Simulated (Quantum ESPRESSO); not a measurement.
**Band energies of Na$_{2}$PdH$_{4}$**

```
CELL_PARAMETERS angstrom
     -2.63693     2.63693     3.24322
      2.63693    -2.63693     3.24322
      2.63693     2.63693    -3.24322
ATOMIC_POSITIONS crystal
  H  0.22018 0.22018 0.44036
  H  0.77982 0.77982 0.55964
  H  0.22018 0.77982 0.00000
  H  0.77982 0.22018 0.00000
  Na 0.75000 0.25000 0.50000
  Na 0.25000 0.75000 0.50000
  Pd 0.00000 0.00000 0.00000
```

LDA (pw.x of Quantum ESPRESSO, ONCV potentials, no spin-orbit coupling); path ΓXYSΓZS1NPY1Z,XP; energies in eV from the valence-band maximum.

| k (1/Å) | point | band 16 | band 17 | band 18 | band 19 | band 20 | band 21 | band 22 | band 23 |
|---|---|---|---|---|---|---|---|---|---|
| 0.00 | Γ | -1.06 | -1.06 | -0.86 | -0.36 | -0.36 | 5.55 | 6.64 | 7.24 |
| 0.42 |  | -1.42 | -1.11 | -0.97 | -0.58 | -0.14 | 4.02 | 5.08 | 7.31 |
| 0.84 | X | -1.35 | -1.17 | -0.87 | -0.82 | -0.42 | 3.14 | 4.27 | 6.79 |
| 1.40 | Y | -1.32 | -1.29 | -0.96 | -0.87 | -0.02 | 2.50 | 4.94 | 5.70 |
| 1.40 | S | -1.40 | -1.11 | -0.91 | -0.88 | 0.00 | 2.30 | 4.66 | 5.87 |
| 1.60 |  | -1.43 | -0.98 | -0.92 | -0.75 | -0.04 | 2.88 | 5.15 | 5.25 |
| 1.99 |  | -1.42 | -1.06 | -1.01 | -0.26 | -0.18 | 4.61 | 4.80 | 6.76 |
| 2.39 | Γ | -1.06 | -1.06 | -0.86 | -0.36 | -0.36 | 5.55 | 6.64 | 7.24 |
| 2.71 |  | -1.12 | -1.12 | -0.76 | -0.50 | -0.50 | 4.69 | 5.72 | 6.73 |
| 3.03 |  | -1.22 | -1.22 | -0.75 | -0.75 | -0.41 | 3.04 | 5.14 | 5.85 |
| 3.36 | Z | -1.27 | -1.27 | -0.87 | -0.87 | 0.00 | 2.09 | 4.31 | 5.54 |
| 3.36 | S1 | -1.40 | -1.11 | -0.91 | -0.88 | 0.00 | 2.30 | 4.66 | 5.87 |
| 3.51 |  | -1.42 | -0.98 | -0.94 | -0.84 | -0.09 | 2.72 | 5.04 | 5.52 |
| 3.83 |  | -1.43 | -1.04 | -0.96 | -0.48 | -0.33 | 4.23 | 4.64 | 6.24 |
| 3.98 | N | -1.44 | -1.06 | -0.96 | -0.41 | -0.36 | 4.50 | 4.64 | 6.68 |
| 4.13 |  | -1.44 | -1.09 | -0.95 | -0.55 | -0.34 | 3.73 | 5.28 | 6.95 |
| 4.43 |  | -1.62 | -1.33 | -0.85 | -0.80 | -0.33 | 2.37 | 6.33 | 8.03 |
| 4.58 | P | -1.74 | -1.35 | -0.81 | -0.81 | -0.34 | 2.15 | 6.59 | 8.16 |
| 4.72 |  | -1.57 | -1.35 | -0.83 | -0.82 | -0.34 | 2.34 | 6.07 | 8.03 |
| 5.02 |  | -1.32 | -1.28 | -1.04 | -0.85 | -0.22 | 3.26 | 4.40 | 7.03 |
| 5.32 | Y1 | -1.32 | -1.29 | -0.96 | -0.87 | -0.02 | 2.50 | 4.94 | 5.70 |
| 5.60 | Z | -1.27 | -1.27 | -0.87 | -0.87 | 0.00 | 2.09 | 4.31 | 5.54 |
| 5.60 | X | -1.35 | -1.17 | -0.87 | -0.82 | -0.42 | 3.14 | 4.27 | 6.79 |
| 5.76 |  | -1.35 | -1.26 | -0.86 | -0.81 | -0.40 | 2.76 | 4.86 | 6.99 |
| 6.09 | P | -1.74 | -1.35 | -0.81 | -0.81 | -0.34 | 2.15 | 6.59 | 8.16 |

The LDA gap is direct, 2.09 eV at Z. Another valence extremum on the path lies within 0.02 eV, too close to call.

Spin-orbit splittings are left out.

Geometry of the Materials Project entry, not relaxed at this level.

The structure is a Materials Project entry; no match was found in the copy of COD used, and its stability was not checked.
